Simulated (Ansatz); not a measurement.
VSi2:
```yaml
crystal:
  lattice:
    - [4.49082, 0.00000, 0.00000]
    - [-2.24541, 3.88916, 0.00000]
    - [0.00000, 0.00000, 6.27675]
  atoms:
    - { symbol: V, position: [0.00000, 0.50000, 0.16667] }
    - { symbol: V, position: [0.50000, 0.00000, 0.50000] }
    - { symbol: V, position: [0.50000, 0.50000, 0.83333] }
    - { symbol: Si, position: [0.83670, 0.67340, 0.50000] }
    - { symbol: Si, position: [0.16330, 0.83670, 0.83333] }
    - { symbol: Si, position: [0.32660, 0.16330, 0.16667] }
    - { symbol: Si, position: [0.16330, 0.32660, 0.50000] }
    - { symbol: Si, position: [0.83670, 0.16330, 0.83333] }
    - { symbol: Si, position: [0.67340, 0.83670, 0.16667] }
```

Relaxed with LDA. Special points in fractions of this cell's reciprocal vectors: Γ (0.000, 0.000, 0.000); M (0.500, 0.000, 0.000); K (0.333, 0.333, 0.000); A (0.000, 0.000, 0.500); L (0.500, 0.000, 0.500); H (0.333, 0.333, 0.500).

### Question
List the band energies nearest the Fermi level at these points for LDA in the plane-wave PAW code Ansatz.

### Answer
In eV from the Fermi level; about four levels below and three above (degenerate sets whole), none deeper than 8.9 eV; points with the same levels are listed once.

```tsv
k	below	above
Γ	-2.16 -2.16 -1.89 -1.89 -1.72	0.35 2.22 2.57 2.57
M	-1.45 -0.75 -0.63 -0.14	0.07 0.43 1.09
K	-1.42 -1.42 -1.38 -1.38 -1.21	0.16 0.16 0.31
A	-1.98 -1.98 -1.92 -1.92 -1.70	0.55 0.55 2.24
L	-1.46 -1.29 -0.49 -0.04	0.87 1.34 1.83
H	-0.47 -0.47 -0.10 -0.10	0.55 1.37 1.92 1.92
```

Space group P6_222. The LDA relaxation kept the symmetry of its start. No spin polarisation was allowed.

Potentials: the later of the program's two PAW sets.
